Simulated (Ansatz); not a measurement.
The relaxed structure here is a generated cell of Mo: the first start was made by a random draw of sites in a space group, and the end was not matched to a known phase here, so it may be hypothetical. Known forms of Mo include space group No. 229.

One starting cell of Mo (a randomly generated symmetric cell of Mo (space group No. 212)) was relaxed twice with Ansatz (plane waves, PAW, scalar-relativistic): with PBEsol at 420 eV and with PBE at 420 eV. The PBEsol result:

```
CELL_PARAMETERS angstrom
      4.18117     0.00000     0.00000
      0.00000     4.18117     0.00000
      0.00000     0.00000     4.18117
ATOMIC_POSITIONS crystal
  Mo 0.12500 0.12500 0.12500
  Mo 0.37500 0.87500 0.62500
  Mo 0.87500 0.62500 0.37500
  Mo 0.62500 0.37500 0.87500
```

```tsv
quantity	PBEsol	PBE
space group	P4₃32	P4₃32
volume (Å³/atom)	18.27	[?]
a (Å)	4.181	[?]
gap (eV, no spin-orbit coupling)	0.00	[?]
```

Question: What does PBE give for the same quantities?

Answer: 
- volume (Å³/atom), PBE: 18.93
- a (Å), PBE: 4.230
- gap (eV, no spin-orbit coupling), PBE: 0.00

Both levels end in the same structure; PBE's volume is 3.6 % larger. Neither column is exact.

No spin polarisation in the result.

The run could not lose the symmetry of its start: the end is stationary, and may be a saddle point rather than a minimum.

All atoms sit on sites fixed by symmetry, so only the cell could relax.

Ansatz is a program for electronic structure.
